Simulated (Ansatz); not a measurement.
An Ansatz (a first-principles code) input:

Ansatz 0.2 input:
```yaml
crystal:
  lattice:
    - [4.561049473, 0.0, 0.0]
    - [-2.2805247365, 3.9499847115, 0.0]
    - [0.0, 0.0, 7.4113113897]
  atoms:
    - { symbol: Mg, position: [0.6666666667, 0.3333333333, 0.0010124227] }
    - { symbol: Mg, position: [0.3333333333, 0.6666666667, 0.5010124227] }
    - { symbol: Te, position: [0.6666666667, 0.3333333333, 0.6241875773] }
    - { symbol: Te, position: [0.3333333333, 0.6666666667, 0.1241875773] }
kpoints:
  mp_grid: { grid: [5, 5, 3] }
hamiltonian:
  xc: hse06
  pseudopotentials: { kind: paw }
scf:
  n_extra_bands: 6
  occupations: { method: fixed }
output:
  eigenvalues: true
  eigenstates:
    e_range: [-9.0, 11.6]
    kpoints:
      - [0.0, 0.0, 0.0]  # VBM
      - [0.0, 0.0, 0.0]  # CBM
      - [0.0, 0.0, 0.0]  # GAMMA
      - [0.0, 0.0, 0.5]  # A
      - [0.3333333333, 0.3333333333, 0.0]  # K
      - [0.3333333333, 0.3333333333, 0.5]  # H
      - [0.5, 0.0, 0.0]  # M
      - [0.5, 0.0, 0.5]  # L
```

Problem. How many symmetry operations and irreducible k-points will the run report?

Solution. 12 operations, 10 of 75 k-points.

Problem. With a cutoff of 420 eV, how many plane waves at Γ?

Solution. 2635.

It took about 4 core-minutes (a rough figure) on shared server cores.

The points marked VBM and CBM come from a semilocal run.

Space group P6_3mc (wurtzite). Symmetry was held in the PBEsol relaxation. Scalar-relativistic: spin–orbit coupling is off unless named, which matters more the heavier the elements.

Potentials: the later of the program's two PAW sets.

Ansatz is a plane-wave DFT program.
